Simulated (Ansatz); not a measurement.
input.yaml

```yaml
crystal:
  lattice:
    - [4.445281, 0.0, 0.0]
    - [0.0, 4.445281, 0.0]
    - [0.0, 0.0, 4.445281]
  atoms:
    - { symbol: Ta, position: [0.0, 0.5, 0.5] }
    - { symbol: Ta, position: [0.5, 0.0, 0.5] }
    - { symbol: Ta, position: [0.5, 0.5, 0.0] }
    - { symbol: Ta, position: [0.0, 0.0, 0.0] }
    - { symbol: C, position: [0.5, 0.0, 0.0] }
    - { symbol: C, position: [0.0, 0.5, 0.0] }
    - { symbol: C, position: [0.0, 0.0, 0.5] }
basis:
  ecutwfc: 420
kpoints:
  mp_grid: { grid: [4, 4, 4] }
hamiltonian:
  xc: pbesol
scf:
  occupations: { method: gaussian, width: 0.1 }
output:
  forces: true
  stress: true
  eigenvalues: true
```

Run as
```bash
ansatz run input.yaml --threads 2 --pin off --max-ram 5120MiB --backend cpu --events-out ev --progress --plain --runs-dir out
```

These are results of Ansatz 0.2.0, DFT PBEsol, scalar-relativistic, plane waves, PAW, not measurements.

From the run's log, abridged:

```
Pseudopotentials: kind: paw
Pseudopotential: Ta, paw, valence charge 13, recommended cutoff 420 eV (normal)
Pseudopotential: C, paw, valence charge 4, recommended cutoff 420 eV (normal)
Functional definition: PBEsol
Crystal: 7 atoms, lattice volume = 87.841 Å³
Basis set: ecut = 420 eV, 1743 PW (Γ), exchange–correlation on 60×60×60 points (8 copies of the dense FFT grid, shifted against one another)
Bands: 39, of which v1, the nominal top of the filled ones, is band 32 counted from 1 (31 counted from 0)
Symmetry: 48 space group operations
Space group: Pm-3m (ITA 221), of the structure as read, at distance tolerance 4.4e-5 Å
k-points: 10 of 64
Initial density: superposition of atomic densities (neutral atoms: chi_scale 0, normalization atom), corrected by the library's trained network
Initial wavefunctions: pseudopotential atomic-orbital guess
Functional: x = pbesol(κ = 0.804, μ = 0.12345679), c = pbesol(β = 0.046)
SCF iter   1: F=—  HF=-39969.715941 eV  |F-HF|=—  |Δ(HF+E_count)|=         —  Δρ=1.23e-2  dr2=3.27e-1  ethr=1.77e-3  ⟨swp⟩=5.4  Hψ=1499  notcnv=0
SCF iter   2: F=—  HF=-39969.653073 eV  |F-HF|=—  |Δ(HF+E_count)|=   6.29e-2  Δρ=3.12e-3  dr2=1.30e-2  ethr=5.11e-4  ⟨swp⟩=2.3  Hψ=589  notcnv=0  defer=13
SCF iter   3: F=—  HF=-39969.650008 eV  |F-HF|=—  |Δ(HF+E_count)|=   3.06e-3  Δρ=1.20e-3  dr2=1.12e-3  ethr=2.04e-5  ⟨swp⟩=2.0  Hψ=490  notcnv=0  defer=13
SCF iter   4: F=—  HF=-39969.649771 eV  |F-HF|=—  |Δ(HF+E_count)|=   2.37e-4  Δρ=3.87e-4  dr2=1.78e-4  ethr=1.75e-6  ⟨swp⟩=2.0  Hψ=517  notcnv=0  defer=13
SCF iter   5: F=—  HF=-39969.649722 eV  |F-HF|=—  |Δ(HF+E_count)|=   4.89e-5  Δρ=9.04e-5  dr2=1.29e-5  ethr=2.78e-7  ⟨swp⟩=2.0  Hψ=492  notcnv=0  defer=13
SCF iter   6: F=—  HF=-39969.649766 eV  |F-HF|=—  |Δ(HF+E_count)|=   4.41e-5  Δρ=2.18e-5  dr2=5.87e-7  ethr=2.02e-8  ⟨swp⟩=2.0  Hψ=506  notcnv=0  defer=14
SCF iter   7: F=-39969.649766 eV  HF=-39969.649766 eV  |F-HF|=3.09e-9  |Δ(HF+E_count)|=   1.10e-7  Δρ=2.15e-6  dr2=5.26e-9  ethr=1.56e-10  ⟨swp⟩=10.6  Hψ=1647  notcnv=0
SCF 1 converged in 7 iterations: F = -39969.649766 eV  dr2 = 5.26e-9
SCF converged after 7 iterations
Free energy (F): -39969.649766 eV
Harris-Foulkes:  -39969.649766 eV  (|F-HF|=3.09e-9)
Internal energy: -39969.634821 eV  (E = F + TS)
E sigma→0 (E₀):  -39969.642294 eV
Entropy (-TS):   -0.014945 eV (-2.135 meV/atom)
Fermi energy:    18.419667 eV
--- Per-component energies (eV) ---
  E_band       = -362.516805
  E_kinetic    = 1731.148719
  E_local      = -2392.512958  (includes V_loc(G=0)·N_el)
  E_nonlocal   = 146.884452
  E_hartree    = 814.744707
  E_xc         = -1013.477804
  E_vxc        = -996.377032  (∫ρ·V_xc dr)
  E_paw        = -33375.601540  (= ΣΔE_a)
  E_vpaw       = -481.148990  (= ΣTr[D̂ρ^β])
  E_aug_tail   = 0.000533  (compensation charges beyond the density's cutoff)
  E_ewald      = -5881.738818
  E_core_change = 0.917887  (= ΣΔE_core)
  E_smearing   = -0.014945  (= −TS)
--- Forces (eV/Å), atoms counted from 1 ---
  atom   1  Ta     0.00000000     0.00000000     0.00000000
  atom   2  Ta     0.00000000     0.00000000     0.00000000
  atom   3  Ta     0.00000000     0.00000000     0.00000000
  atom   4  Ta     0.00000000     0.00000000     0.00000000
  atom   5  C      0.00000000     0.00000000     0.00000000
  atom   6  C      0.00000000     0.00000000     0.00000000
  atom   7  C      0.00000000     0.00000000     0.00000000
--- Stress (GPa, compression-positive) ---
       -8.481790       0.000000       0.000000
        0.000000      -8.481790       0.000000
        0.000000       0.000000      -8.481790
  P = ⅓ Tr σ = -8.4818 GPa (-84.818 kbar)
--- Band table (eV; the first three rows and the last of 10) ---
  k-point 0: bands = ["-50.1713", "-49.5251", "-49.4806", "-49.4806", "-16.8437", "-16.8437", "-16.8437", "-16.2094", "-16.2094", "-16.2094", "-16.1134", "-16.1134", "-16.1134", "-15.7651", "-15.7651", "-15.7651", "4.4639", "6.1767", "6.1767", "13.7095", "14.5654", "14.5654", "14.5654", "14.7525", "14.7525", "14.7525", "17.1814", "17.1814", "17.1814", "17.8724", "17.8724", "17.8724", "17.8951", "17.8951", "17.8951", "19.7981", "19.7981", "21.6917", "22.0620"]
  k-point 1: bands = ["-50.1709", "-49.5198", "-49.4864", "-49.4805", "-16.8193", "-16.8193", "-16.8062", "-16.2093", "-16.2093", "-16.2068", "-16.1191", "-16.1173", "-16.1173", "-15.8266", "-15.7893", "-15.7893", "4.9911", "6.3932", "6.5792", "13.2400", "14.1994", "14.1994", "14.3709", "14.7380", "14.7380", "14.8989", "15.1566", "15.2480", "16.8735", "16.8735", "17.2243", "17.9077", "17.9077", "19.3766", "19.3766", "20.0221", "20.4852", "21.5979", "22.2993"]
  k-point 2: bands = ["-50.1704", "-49.5112", "-49.4954", "-49.4805", "-16.7928", "-16.7928", "-16.7648", "-16.2215", "-16.2215", "-16.2001", "-16.1248", "-16.1075", "-16.1075", "-15.8960", "-15.8169", "-15.8169", "5.8436", "6.3923", "7.0785", "12.5330", "13.0607", "13.6519", "14.0072", "14.0072", "14.5985", "14.5985", "15.3054", "15.5714", "16.2721", "16.5534", "16.5534", "18.6713", "18.6713", "19.1385", "20.3711", "20.7619", "20.7619", "21.1677", "21.2158"]
  k-point 9: bands = ["-50.1701", "-49.4958", "-49.4958", "-49.4958", "-16.9268", "-16.9268", "-16.9268", "-16.2466", "-16.1980", "-16.1980", "-16.1980", "-15.9340", "-15.9340", "-15.9340", "-15.7131", "-15.7131", "8.5837", "8.5837", "8.5837", "10.0643", "10.7670", "10.7670", "10.7670", "13.2215", "13.2215", "13.4961", "13.4961", "13.4961", "17.3255", "17.3255", "17.3255", "18.2427", "21.6701", "21.6701", "21.6701", "21.7502", "21.7502", "22.0428", "22.0428"]
```

The run converged.

Time: 0.72 s on 2 threads of Intel(R) Xeon(R) 6975P-C (Granite Rapids), with other jobs on the host, peak memory 0.41 GiB.

The k mesh is coarse. Spin–orbit coupling is left out, which can shift energies with elements as heavy as these.